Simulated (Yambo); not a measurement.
A G0W0@PBEsol run in Yambo for NaLuO2 (space group R-3m, No. 166) under isotropic strain of -1.5 % on all lattice vectors (4×4×4 Γ-centred k mesh, bands 3 to 107 and a 8 Ry block in the screening, 107 bands in G with the Bruneval-Gonze terminator, plasmon pole fitted at 27.2 eV) gives these matrix elements, in eV, at the band edges (Γ → Γ):

```json
[
 {"state": "valence edge", "E0": "0.000", "<Vxc>": "-25.058", "<Σx>": "-29.037", "<Σc(E0)>": "4.311", "Z": "0.801"},
 {"state": "conduction edge", "E0": "3.916", "<Vxc>": "-11.919", "<Σx>": "-7.262", "<Σc(E0)>": "-3.664", "Z": "0.853"}
]
```

Solve the linearised quasiparticle equation for both states, give the gap, and say how exchange and correlation each act on it.

E = E0 + Z(Σx + Σc − Vxc). Valence: 0.000 + 0.801 × (-29.037 + (4.311) − (-25.058)) = 0.27 eV. Conduction: 3.916 + 0.853 × (-7.262 + (-3.664) − (-11.919)) = 4.76 eV. The gap is 4.50 eV, against 3.92 eV in PBEsol. Replacing Vxc by bare exchange alone would open it by 8.64 eV; correlation takes back 7.98 eV of that, and Z scales what is left. Convergence of the G0W0 settings was not tested. The 4f states are in the valence at their DFT position.

Geometry strained from the cell relaxed with PBEsol, atoms relaxed again; primitive cell a = b = c = 5.7233 Å, α = β = γ = 33.02°.

The structure is a Materials Project entry; no match was found in the copy of COD used, and its stability was not checked.
